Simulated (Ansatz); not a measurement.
The calculation used Ansatz 0.2.0, DFT, m-r2SCAN, plane waves (500 eV) with PAW, scalar-relativistic. (PAW data from PBE, frozen cores regenerated.)

An element in the diamond structure gives this curve. The cell is scaled uniformly from the relaxed one, with fractional coordinates and shape fixed. Energies are extrapolated to zero smearing, pressures are those at the given smearing. Magnetic state: non-magnetic.

```
V (Å³/atom)  E − E₀ (meV/atom)  P (GPa)
     22.063               95.9    11.61
     23.066               39.2     6.86
     24.069                8.6     3.12
     25.072               -0.3    -0.03
     26.075                8.8    -2.52
     27.078               31.6    -4.47
     28.081               65.3    -6.06
```

Question: Which element is it?
A. niobium
B. zirconium
C. rhodium
D. germanium

Answer: A. Its fit is V₀ = 25.04 Å³/atom, B₀ = 70 GPa, B₀′ = 4.4.

m-r²SCAN is r²SCAN on the gauge-invariant kinetic-energy density; without spin polarisation the two are equal.
